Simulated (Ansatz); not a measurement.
Here is the system:

Re:
```
CELL_PARAMETERS angstrom
      2.75123     0.00000     0.00000
     -1.37562     2.38264     0.00000
      0.00000     0.00000     8.87516
ATOMIC_POSITIONS crystal
  Re 0.00000 0.00000 0.00000
  Re 0.00000 0.00000 0.50000
  Re 0.33333 0.66667 0.25000
  Re 0.66667 0.33333 0.75000
```

This is the PBEsol-relaxed structure. Cartesian axes are those of the cell as given.

### Question
All from the program Ansatz at the PBEsol level (PAW), unless another level is named. Predict the Hill bulk and shear moduli.

### Answer
391 and 199 GPa.

### Question
Next, the highest zone-centre frequency?

### Answer
178 cm⁻¹.

### Question
Give the elastic constants (relaxed ions, GPa).

### Answer
C11 = 667, C12 = 280, C13 = 227, C33 = 717, C44 = 184.

Space group P6_3/mmc (dhcp (α-La type)). The workflow started from a Materials Project entry (that database holds measured and hypothetical structures alike). Its sites differ from those of the usual phase in this space group: another stacking or structure type. Symmetry was held in the PBEsol relaxation; whether a distortion lowers the energy is not shown. The run is not spin-polarised. As this level gives no gap, shear constants depend on the k-mesh and smearing (Fermi–Dirac, 0.1 eV here). As this level gives no gap, phonon frequencies hold no LO–TO term and depend on the k-mesh and smearing (Fermi–Dirac, 0.1 eV here). On the denser mesh and wider smearing of the elastic run this cell carries a stress of 0.5 GPa. Scalar-relativistic: spin–orbit coupling is off unless named, which matters more the heavier the elements.

Potentials: the earlier of the program's two PAW sets. The files were generated under PBE; for other functionals the program regenerates the frozen cores, and for LDA and PBEsol the local potential too.
